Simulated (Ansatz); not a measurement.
4 guesses for ScIn3N2 and where they end

These are results of Ansatz 0.2.0, DFT PBE, scalar-relativistic, plane waves, PAW, not measurements. Settings: cutoff 420 eV, Γ-centred meshes spaced at most about 0.3 Å⁻¹, and about 0.25 Å⁻¹ or finer for metals (2π included), Gaussian smearing. Collinear spin in cells that started with moments and kept them past the coarse steps, no spin elsewhere.

Each guess was relaxed in cell and atoms at zero pressure, within the symmetry of its start. All energies are static (0 K, no zero-point motion). Coordination counts N atoms around In and Sc (those within 1.25 times the shortest such distance or 1.15 times the sum of covalent radii; a plus sign parts nearer from farther groups; the shortest distance is added where it is long for a bond; a slash parts the counts of unlike sites).

| guess | made from | start group | V start (Å³/atom) | end group | V end (Å³/atom) | coordination at the end | gap on mesh (eV) | largest moment (μB) | E over the lowest end (meV/atom) |
| --- | --- | --- | --- | --- | --- | --- | --- | --- | --- |
| 1 | random cell | R-3m | 23.6 | ? | ? | ? | ? | ? | ? |
| 2 | random cell | P4/mmm | 22.3 | P4/mmm | 22.6 | Sc 4, In 4/8 from 4.1 Å | 0 | - | 0 |
| 3 | random cell | Cmmm | 19.3 | P4/mmm | 26.7 | Sc 2+8 from 4.9 Å, In 1/2+8 from 4.9 Å | 0 | 2.0 | 1491 |
| 4 | CeGa3Pd2 type | P6/mmm | 17.8 | P6/mmm | 17.8 | Sc 6 from 3.5 Å, In 4 | 0 | - | 562 |

Guess 1 as it starts:

```
Sc In N
1.0
     3.21453    1.85591    3.95867
    -3.21453    1.85591    3.95867
     0.00000   -3.71182    3.95867
Sc In N
1 3 2
Direct
  0.00000 0.00000 0.00000
  0.00000 0.00000 0.50000
  0.50000 0.00000 0.00000
  0.00000 0.50000 0.00000
  0.40987 0.40987 0.40987
  0.59013 0.59013 0.59013
```

Question: Fill in the missing row: what does this guess relax into, and where does it rank?

Answer: It ends in space group R-3m (No. 166), with a = 7.101 Å, c = 13.134 Å, 31.9 Å³/atom and no gap, without spin. It lies 0.43 eV/atom over the lowest end, above guess 2 and below guess 4. Counting N atoms around In and Sc, this end has Sc 6+6 from 4.4 Å, In 4+2 from 3.6 Å and the lowest (guess 2) has Sc 4, In 4/8 from 4.1 Å. This end holds N–N pairs as short as in free N₂ molecules (shortest 1.11 Å); in the lowest (guess 2) the shortest N–N distance is 3.07 Å.

Space group R-3m:H (No. 166). a = 7.101 Å, b = 7.101 Å, c = 13.134 Å, α = 90.00°, β = 90.00°, γ = 120.00°
```
atom  site  symmetry       x       y       z
  Sc    3a       -3m  0.0000  0.0000  0.0000
  In    9d      .2/m  0.1667  0.3333  0.8333
   N    6c        3m  0.3333  0.6667  0.1245
```

Formation energies are uncorrected and refer to the elements' standard structures at the same level (N₂ as a molecule).

Question: Is the lowest end bound against the elements?

Answer: Too close to call: its formation energy is +0.01 eV/atom. The formation energy is too near zero to say whether this cell lies below the elements.

No dispersion correction is applied, so the spacing and binding between layers, chains or molecules are poorly described (P4/mmm at 22.6 Å³/atom), and this can change margins and order among such cells. A magnetic state wasn't ruled out in cells without spin, among them P4/mmm at 22.6 Å³/atom. Another magnetic order may lie lower. Cells relaxed within their symmetry can be saddle points. A lower structure may well exist outside this small set. Some types were kept out of the candidates beforehand, so the set may lack a known form.
